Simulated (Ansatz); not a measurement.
AlP (zinc blende)

```yaml
crystal:
  lattice:
    - [0.00000, 2.75388, 2.75388]
    - [2.75388, 0.00000, 2.75388]
    - [2.75388, 2.75388, 0.00000]
  atoms:
    - { symbol: P, position: [0.25000, 0.25000, 0.25000] }
    - { symbol: Al, position: [0.00000, 0.00000, 0.00000] }
```

The slice is a {110} plane (indices of the conventional cell) through the point (0.250, 0.250, 0.250) (fractional), spanned by u = [100] and v = [1 -1 -1] in vectors of this cell: u (3.89 Å) and v (5.51 Å, at 90° to u). It covers one period; positions are fractions (u, v).

Calculation: PBE (plane waves to 420 eV, PAW, scalar-relativistic; Ansatz, a program for electronic structure). k mesh 10×10×10. Near the nuclei the fields are pseudised (PAW); where an atom keeps semicore shells as valence, they peak there. AlP was relaxed with its symmetry unable to fall.

Question: The ELF has a maximum in the middle third of the P–Al line. Where, and how high?

Answer: 0.94, 1.1 Å from P.

Question: What is the valence density on the shortest P–Al line in this plane (2.38 Å), at its midpoint?

Answer: 0.51 e/Å³.

Question: Sketch the electrostatic potential energy of an electron, from the cell's mean on this plane as a map.

Answer: 
```
|xxxxxxxxxx--**########**--xxxxxxxx|
|xxxxxxxx  ++##%%@@@@%%##++  xxxxxx|
|xxxxxxxx--**%%@@@@@@@@%%**--xxxxxx|
|xxxx  --**%%@@@@@@@@@@@@%%**--  xx|
|--==++**%%@@@@@@@@@@@@@@@@%%**++==|
|######%%%%@@@@@@@@@@@@@@@@%%%%####|
|%%%%%%%%@@@@@@@@@@@@@@@@@@@@%%%%%%|
|%%%%%%@@@@@@@@@@@@@@@@@@@@@@@@%%%%|
|%%%%%%@@@@@@@@@@@@@@@@@@@@@@@@%%%%|
|%%%%@@@@@@@@@@@@@@@@@@@@@@@@@@@@%%|
|%%%%%%%%%%%%%%%%%%%%%%%%%%%%%%%%%%|
|@@%%%%%%%%##****++++****##%%%%%%%%|
|%%%%%%####++==::....::==++####%%%%|
|%%%%%%##++::  xxxxxxxx  ::++##%%%%|
|%%%%##++::  xxxxxxxxxxxx  ::++##%%|
|%%%%##==  xxxxxxxxxxxxxxxx  ==##%%|
|%%##**==  xxxxxxxxxxxxxxxx  ==**##|
|##****--  xxxxxxxxxxxxxxxx  --****|
|----==--  xxxxxxxxxxxxxxxx  --==--|
|xxxx  ..  xxxxxxxxxxxxxxxx  ..  xx|
|xxxxxxxx    xxxxxxxxxxxx    xxxxxx|
|xxxxxxxx  ..  xxxxxxxx  ..  xxxxxx|
|xxxxxxxxxx::--::....::--::xxxxxxxx|
|xxxxxxxxxx::++**++++**++::xxxxxxxx|
```
Scale: ten equal steps from -1.00 (start of ' ') to 7.46 (end of '@'), in the order ' .:-=+*#%@'. Values: electrostatic potential energy of an electron, from the cell's mean, in eV. The map has 17 points along u (two characters each, u = 0 at the left) and 24 along v (v = 0 in the bottom row). Points within 1 Å of a nucleus are blanked (x), as the pseudised field means little there. Values under -1 eV are set to -1. The zero, the cell's mean, hangs on the PAW cores.
